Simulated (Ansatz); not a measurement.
Given:

TiAl3:
```cif
data_Al6Ti2
_chemical_formula_sum 'Al6 Ti2'
_space_group_name_H-M_alt 'I4/mmm'
_space_group_IT_number 139
_space_group_name_Hall '-I 4 2'
_cell_length_a 3.81553
_cell_length_b 3.81553
_cell_length_c 8.55368
_cell_angle_alpha 90.000
_cell_angle_beta 90.000
_cell_angle_gamma 90.000
loop_
_atom_site_label
_atom_site_type_symbol
_atom_site_symmetry_multiplicity
_atom_site_Wyckoff_symbol
_atom_site_fract_x
_atom_site_fract_y
_atom_site_fract_z
_atom_site_occupancy
Al1 Al 2 b 0.00000 0.00000 0.50000 1
Al2 Al 4 d 0.00000 0.50000 0.25000 1
Ti1 Ti 2 a 0.00000 0.00000 0.00000 1
```
(The calculation used a cell of 4 atoms; values per cell refer to that cell.)

This is the PBEsol-relaxed structure.

**Question.** All from PBEsol (plane waves, PAW; program Ansatz), unless another level is named. Give the density of states at the Fermi level.

**Answer.** 0.42 states/eV per atom (mean over ±0.08 eV).

**Question.** Give the formation energy from the elements (no fitted shifts).

**Answer.** -0.40 eV/atom.

The cell was relaxed with PBEsol under the symmetry of its start. No spin polarisation was allowed. The references are the lowest solids computed at this level, not always the standard phases.

Potentials: the later of the program's two PAW sets.
